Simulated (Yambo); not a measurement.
Optical response of SiO2

```xyz
12
Lattice="5.0691 0.0000 0.0000 -2.5345 4.3899 0.0000 0.0000 0.0000 8.5585" Properties=species:S:1:pos:R:3 pbc="T T T"
O     -1.0677     1.8493     0.0000
O      2.9337     0.0000     4.2792
O      1.4668     2.5406     0.0000
O     -1.4668     2.5406     4.2792
O      2.1354     0.0000     0.0000
O      1.0677     1.8493     4.2792
O      2.5345     1.4633     6.4189
O      0.0000     2.9266     2.1396
Si     2.5345     1.4633     8.0204
Si     0.0000     2.9266     3.7412
Si     2.5345     1.4633     4.8173
Si     0.0000     2.9266     0.5381
```

Yambo, RPA with local fields on PBEsol bands shifted by a G0W0 scissor of 2.84 eV; 6×6×2 mesh, 143 bands, 3 Ry local-field block, 0.2 eV broadening; field along x.

| E (eV) | Im ε | Re ε | Im ε, independent particles |
|---|---|---|---|
| 0.0 | 0.00 | 1.90 | 0.00 |
| 0.5 | 0.00 | 1.90 | 0.00 |
| 1.0 | 0.00 | 1.90 | 0.00 |
| 1.5 | 0.00 | 1.91 | 0.00 |
| 2.0 | 0.00 | 1.91 | 0.00 |
| 2.5 | 0.00 | 1.92 | 0.00 |
| 3.0 | 0.00 | 1.93 | 0.01 |
| 3.5 | 0.01 | 1.94 | 0.01 |
| 4.0 | 0.01 | 1.96 | 0.01 |
| 4.5 | 0.01 | 1.98 | 0.01 |
| 5.0 | 0.01 | 2.00 | 0.01 |
| 5.5 | 0.01 | 2.02 | 0.01 |
| 6.0 | 0.01 | 2.05 | 0.01 |
| 6.5 | 0.02 | 2.09 | 0.02 |
| 7.0 | 0.02 | 2.13 | 0.02 |
| 7.5 | 0.02 | 2.18 | 0.02 |
| 8.0 | 0.03 | 2.24 | 0.03 |
| 8.5 | 0.03 | 2.31 | 0.04 |
| 9.0 | 0.05 | 2.41 | 0.05 |
| 9.5 | 0.08 | 2.54 | 0.09 |
| 10.0 | 0.14 | 2.72 | 0.16 |
| 10.5 | 0.31 | 2.93 | 0.34 |
| 11.0 | 0.58 | 3.14 | 0.64 |
| 11.5 | 1.14 | 3.26 | 1.26 |
| 12.0 | 1.55 | 3.06 | 1.75 |
| 12.5 | 1.95 | 2.91 | 2.25 |
| 13.0 | 2.15 | 2.07 | 2.40 |
| 13.5 | 1.77 | 1.77 | 2.02 |
| 14.0 | 1.83 | 1.76 | 2.18 |
| 14.5 | 1.87 | 1.57 | 2.37 |
| 15.0 | 1.60 | 1.27 | 1.93 |
| 15.5 | 1.44 | 1.25 | 1.66 |
| 16.0 | 1.30 | 1.33 | 1.48 |
| 16.5 | 1.29 | 1.33 | 1.47 |
| 17.0 | 1.38 | 1.48 | 1.68 |
| 17.5 | 1.56 | 1.45 | 2.06 |
| 18.0 | 1.82 | 1.25 | 2.31 |
| 18.5 | 1.48 | 0.78 | 1.76 |
| 19.0 | 1.55 | 0.92 | 1.88 |
| 19.5 | 1.54 | 0.59 | 1.68 |
| 20.0 | 1.07 | 0.47 | 1.22 |

Structure narrower than a few tenths of an eV can come from the finite k mesh. Convergence of the RPA response with its 6×6×2 mesh was not tested. The scissor comes from a G0W0 run whose convergence isn't established. No excitonic effects at this level.

Geometry of the Materials Project entry, not relaxed at this level.

This is not the ordinary phase of the substance; no match was found in the copy of COD used, and its stability was not checked.
